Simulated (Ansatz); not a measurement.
TiN: pressure against volume

TiN, Fm-3m, a = 4.232 Å. Ansatz: r2SCAN, PAW, 500 eV, Γ-centred 18×18×18 mesh on 2 atoms, Gaussian smearing 0.10 eV; no spin polarisation. Symmetry fixes shape and atoms, so the cell is only scaled; pressure is positive in compression.

| V (Å³/atom) | P (GPa) |
| --- | --- |
| 8.909 | 20.82 |
| 9.193 | 9.60 |
| 9.478 | 0.00 |
| 9.762 | -8.21 |
| 10.046 | ? |

Problem. Take V0 = 9.478 Å³/atom, fit the third-order Birch–Murnaghan form to the other rows, and predict the missing pressure.

Solution. With the Eulerian strain f = ½[(V0/V)^(2/3) − 1] and y = P/[3f(1 + 2f)^(5/2)], the form is the line y = B0 + 1.5 B0 (B0′ − 4) f. Rows (f, y): 0.02107, 297.1; 0.01028, 295.8; -0.00975, 294.8. Means f = 0.007200, y = 295.90; Σ(Δf)² = 0.0004892, ΣΔfΔy = 0.03498; the slope is their ratio. y = 295.4 + 71.51 f GPa, so B0 = 295.4 GPa and B0′ = 4 + 2 × (71.51)/(3 × 295.4) = 4.16. At V = 10.046, f = -0.01903, y = 294.04 and P = -15.23 GPa. The run gave -15.23 GPa, the same to the digits shown. The form still works here, 33 % of the fitted range beyond its end.

Spin polarisation was left out, and a magnetic state may lie lower.

Cost: 5 runs of about 0.81 core-minutes in all, on Arm Neoverse V2 (shared hosts).